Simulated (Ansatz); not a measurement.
BeSe (zinc blende), conventional cell a = b = c = 5.178 Å, α = β = γ = 90.00°. The calculation uses the primitive cell of 2 atoms, to which meshes and values per cell refer.

Grid over V/V₀ and (c/a)/(c/a)₀, subscript 0 meaning the relaxed cell; the conventional c axis lies along z; no internal relaxation.

Method: PBE (plane waves to 420 eV, PAW, scalar-relativistic; Ansatz, a program for electronic structure). k mesh 11×11×11 (Γ-centred), Fermi-Dirac smearing 0.05 eV. The energy includes the smearing's −TS. BeSe was relaxed with its symmetry unable to fall. The zero of ΔE is the relaxed starting cell.

| ΔE (eV/atom) | V/V₀ = 0.960 | V/V₀ = 0.973 | V/V₀ = 0.987 | V/V₀ = 1.000 | V/V₀ = 1.013 | V/V₀ = 1.027 | V/V₀ = 1.040 |
|---|---|---|---|---|---|---|---|
| (c/a)/(c/a)₀ = 0.960 | 0.0114 | ___ | 0.0052 | 0.0045 | 0.0052 | ___ | 0.0107 |
| (c/a)/(c/a)₀ = 0.973 | 0.0089 | 0.0050 | 0.0027 | 0.0020 | 0.0027 | 0.0048 | 0.0081 |
| (c/a)/(c/a)₀ = 0.987 | ___ | 0.0035 | ___ | 0.0005 | ___ | 0.0033 | 0.0066 |
| (c/a)/(c/a)₀ = 1.000 | 0.0070 | 0.0030 | 0.0007 | 0.0000 | 0.0007 | 0.0028 | 0.0061 |
| (c/a)/(c/a)₀ = 1.013 | ___ | 0.0035 | ___ | 0.0005 | ___ | 0.0033 | 0.0066 |
| (c/a)/(c/a)₀ = 1.027 | 0.0089 | 0.0050 | 0.0027 | 0.0020 | 0.0027 | 0.0048 | 0.0082 |
| (c/a)/(c/a)₀ = 1.040 | 0.0115 | ___ | 0.0053 | 0.0046 | 0.0053 | ___ | 0.0107 |

Problem. Complete the blanks.

Solution. 
- (c/a)/(c/a)₀ = 0.960, V/V₀ = 0.973: 0.0075
- (c/a)/(c/a)₀ = 0.960, V/V₀ = 1.027: 0.0073
- (c/a)/(c/a)₀ = 0.987, V/V₀ = 0.960: 0.0074
- (c/a)/(c/a)₀ = 0.987, V/V₀ = 0.987: 0.0012
- (c/a)/(c/a)₀ = 0.987, V/V₀ = 1.013: 0.0012
- (c/a)/(c/a)₀ = 1.013, V/V₀ = 0.960: 0.0074
- (c/a)/(c/a)₀ = 1.013, V/V₀ = 0.987: 0.0012
- (c/a)/(c/a)₀ = 1.013, V/V₀ = 1.013: 0.0012
- (c/a)/(c/a)₀ = 1.040, V/V₀ = 0.973: 0.0075
- (c/a)/(c/a)₀ = 1.040, V/V₀ = 1.027: 0.0074

(Under strain, the slope of the energy per volume gives the stress and its curvature an elastic modulus.)
